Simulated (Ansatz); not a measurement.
PbS:
```
PbS
1.0
   -2.06692     2.06692     2.92087
    2.06692    -2.06692     2.92087
    2.06692     2.06692    -2.92087
Pb S
1 1
Direct
  0.00000   0.00000   0.00000
  0.50000   0.50000   0.00000
```

Relaxed with LDA. Special points in fractions of this cell's reciprocal vectors: Γ (0.000, 0.000, 0.000); X (0.000, 0.000, 0.500); P (0.250, 0.250, 0.250); N (0.000, 0.500, 0.000); M (0.500, 0.500, -0.500); S (0.375, 0.625, -0.375); S0 (-0.375, 0.375, 0.375); R (-0.250, 0.250, 0.500); G (0.500, 0.500, -0.250).

**Question.** List the band energies nearest the valence-band maximum at these points for plane-wave PAW LDA (Ansatz code).

**Answer.** In eV from the valence-band maximum; about four levels below and three above (degenerate sets whole), none deeper than 8.9 eV; points with the same levels are listed once.

```tsv
k	below	above
Γ	-6.09 -2.41 -2.40 -2.40	5.17 5.17 5.18
X	-7.44 -5.66 -3.78 -3.77	3.52 5.59 5.70
P	-8.29 -4.83 -4.83 -1.12	2.00 4.53 4.53
N	-1.96 -1.96 0.00	0.07 1.70 1.71
M	-7.44 -5.66 -3.78 -3.78	3.51 5.59 5.70 5.70
S	-8.33 -5.22 -3.24 -2.73	3.19 4.06 5.01
R	-8.29 -4.84 -4.83 -1.13	1.99 4.53 4.54
```

Space group Fm-3m (rock salt). The LDA relaxation kept the symmetry of its start. At this level the phase is dynamically unstable (imaginary phonons). Point labels and valley counts follow the cell and symmetry of the run, lower than the named group. Scalar-relativistic: spin–orbit coupling is off unless named, which matters more the heavier the elements.

Potentials: the earlier of the program's two PAW sets.
